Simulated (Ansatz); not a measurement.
Ta2Se (space group P4/nmm)

```
CELL_PARAMETERS angstrom
      3.33302     0.00000     0.00000
      0.00000     3.33302     0.00000
      0.00000     0.00000     9.70834
ATOMIC_POSITIONS crystal
  Ta 0.50000 0.00000 0.75641
  Ta 0.00000 0.50000 0.24359
  Ta 0.00000 0.50000 0.92332
  Ta 0.50000 0.00000 0.07668
  Se 0.00000 0.50000 0.63376
  Se 0.50000 0.00000 0.36624
```

A phonon eigenvector at Γ is frozen into this cell: atom i moves by Q times the vector below, so Q is the largest atomic displacement, in Å. The cell is held. It is one choice among 2 degenerate patterns.

| atom | x | y | z |
|---|---|---|---|
| Ta1 | 0.000 | 0.731 | 0.000 |
| Ta2 | 0.000 | 0.731 | 0.000 |
| Ta3 | 0.000 | -1.000 | 0.000 |
| Ta4 | 0.000 | -1.000 | 0.000 |
| Se5 | 0.000 | 0.616 | 0.000 |
| Se6 | 0.000 | 0.616 | 0.000 |

All values below come from LDA (plane waves to 420 eV, PAW, scalar-relativistic; Ansatz, a first-principles code). k mesh 14×14×5 (Γ-centred), Fermi-Dirac smearing 0.05 eV. With partly filled bands, energies and forces of such displacements shift with the k mesh and the smearing. Spin-orbit coupling is left out, though Ta is heavy. Ta2Se is run without spin polarisation. Ta2Se was relaxed with its symmetry unable to fall.

At one point of the scan the forces (eV/Å) are:

| atom | Fx | Fy | Fz |
|---|---|---|---|
| Ta1 | 0.000 | 0.294 | -0.041 |
| Ta2 | 0.000 | 0.294 | 0.041 |
| Ta3 | 0.000 | -0.380 | -0.023 |
| Ta4 | 0.000 | -0.380 | 0.023 |
| Se5 | 0.000 | 0.087 | 0.011 |
| Se6 | 0.000 | 0.087 | -0.011 |

**Question.** Which point is it?
A) Q = -0.050 Å
B) Q = -0.100 Å
C) Q = -0.017 Å
D) Q = -0.067 Å

**Answer.** D, Q = -0.067 Å

(A displaced cell: forces are minus the slopes of the energy, force constants its curvatures, and phonons follow from these.)
